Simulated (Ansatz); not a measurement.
All numbers below come from DFT PBE, scalar-relativistic, plane waves, PAW (Ansatz). All cells share a 420 eV cutoff and Γ-centred k meshes spaced at most about 0.3 Å⁻¹ (about 0.25 or finer for metals, 2π included). No spin polarisation in the final relaxations.

Temperature and zero-point effects are left out.

Two forms of Mg2Cd3Te were relaxed alike.

A.

Space group P6mm (No. 183). a = 6.021 Å, b = 6.021 Å, c = 5.010 Å, α = 90.00°, β = 90.00°, γ = 120.00°
```json
{"atom": "Mg", "site": "2b", "symmetry": "3m.", "x": "0.6667", "y": "0.3333", "z": "0.9904"}
{"atom": "Cd", "site": "3c", "symmetry": "2mm", "x": "0.5000", "y": "0.5000", "z": "0.4828"}
{"atom": "Te", "site": "1a", "symmetry": "6mm", "x": "0.0000", "y": "0.0000", "z": "0.7644"}
```

B.

Space group P6/mmm (No. 191). a = 5.928 Å, b = 5.928 Å, c = 5.108 Å, α = 90.00°, β = 90.00°, γ = 120.00°
```tsv
atom	site	symmetry	x	y	z
Mg	2c	-6m2	0.3333	0.6667	0.0000
Cd	3g	mmm	0.5000	0.0000	0.5000
Te	1a	6/mmm	0.0000	0.0000	0.0000
```

**Question.** Which is lower in energy, and by how much?

**Answer.** A is lower, by 22 meV/atom. A has space group P6mm (No. 183), 26.2 Å³/atom and no gap on its mesh; B has space group P6/mmm (No. 191), 25.9 Å³/atom and no gap. Counting Cd or Mg atoms around Te (for each partner element, those within 1.25 times its shortest distance or 1.15 times the sum of covalent radii, where it is the nearest in units of that sum or under 1.3; the shortest distance is added where it is long for a bond), A has Te 6 and B has Te 6 from 3.4 Å. Both come from invented guesses.

These runs have no spin–orbit coupling, which can matter for Te. Cells relaxed within their symmetry can be saddle points.
